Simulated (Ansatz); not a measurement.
Ta: energy along a strain

Ta, Im-3m, a = 3.303 Å (as given, not relaxed at this level: 3.1 GPa). Ansatz: PBE, PAW, 420 eV, Γ-centred 20×20×20 mesh on 1 atom, Gaussian smearing 0.15 eV; no spin polarisation. Cell vectors (Å): -1.651 1.651 1.651; 1.651 -1.651 1.651; 1.651 1.651 -1.651. The cell is strained by x per cent times the pattern (0 0 0 0 1 0) in the order xx yy zz yz xz xy (engineering shears), with fractional coordinates held. y is the free energy over the start, V0 = 18.010 Å³/atom. Symmetry makes y even in x.

```
x (%) y (meV/atom)
-2.00             ?
-1.00          0.47
 0.00          0.00
 0.25          0.03
 0.50          0.12
 0.75          0.27
 1.25          0.74
 1.50          1.06
 1.75          1.44
```

Q: Fit y = c2 x² + c4 x⁴ to the other rows, get the stiffness along the pattern, and predict the missing energy.

A: Least squares on the rows shown. y = 0.4753 x² − 0.001698 x⁴. The clamped-ion stiffness p·C·p = 2 × 4.753 eV × 160.2 / 18.010 Å³ = 85 GPa, which is C55 in these axes (C44 of the cubic crystal) (second derivative at the start, which stands under stress). At x = -2.00 the fit asked for gives 1.87 meV/atom. The run gave 1.88 meV/atom, so the fit is 0.01 meV/atom too low, a small miss on the scale of the series.

Spin–orbit coupling is left out, which can shift energies with elements as heavy as these.